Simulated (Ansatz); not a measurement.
The relaxed structure here is a generated cell of Nb: the first start was made by placing the elements on the sites of a structure type, and the end was not matched to a known phase here, so it may be hypothetical. Known forms of Nb include space group No. 229.

One stationary structure of Nb. Space group Pm-3m (No. 221), simple cubic type. Level of theory: PBE (plane waves to 420 eV, PAW, scalar-relativistic; Ansatz, a program for electronic structure).

```cif
data_Nb
_chemical_formula_sum 'Nb1'
_space_group_name_H-M_alt 'Pm-3m'
_space_group_IT_number 221
_space_group_name_Hall '-P 4 2 3'
_cell_length_a 2.71980
_cell_length_b 2.71980
_cell_length_c 2.71980
_cell_angle_alpha 90.000
_cell_angle_beta 90.000
_cell_angle_gamma 90.000
loop_
_atom_site_label
_atom_site_type_symbol
_atom_site_symmetry_multiplicity
_atom_site_Wyckoff_symbol
_atom_site_fract_x
_atom_site_fract_y
_atom_site_fract_z
_atom_site_occupancy
Nb1 Nb 1 a 0.00000 0.00000 0.00000 1
```

For Nb, the volume per atom is 20.12 Å³ and the band gap is no gap (metallic). The shortest distances is Nb–Nb 2.72 Å. The k-mesh is 17×17×17.

Band energies at high-symmetry points (eV from the Fermi level; labels of this space group; no spin-orbit coupling), from −5 eV up to 4.8 eV:

| point | energies |
|---|---|
| Γ | -2.76 -2.76 |
| X | -2.49 -1.87 0.54 1.87 1.87 |
| M | -4.03 -1.02 2.55 2.55 |
| R | -2.45 -2.45 -2.45 |

No spin polarisation in the result.

The run could not lose the symmetry of its start, so the end can be a saddle point.
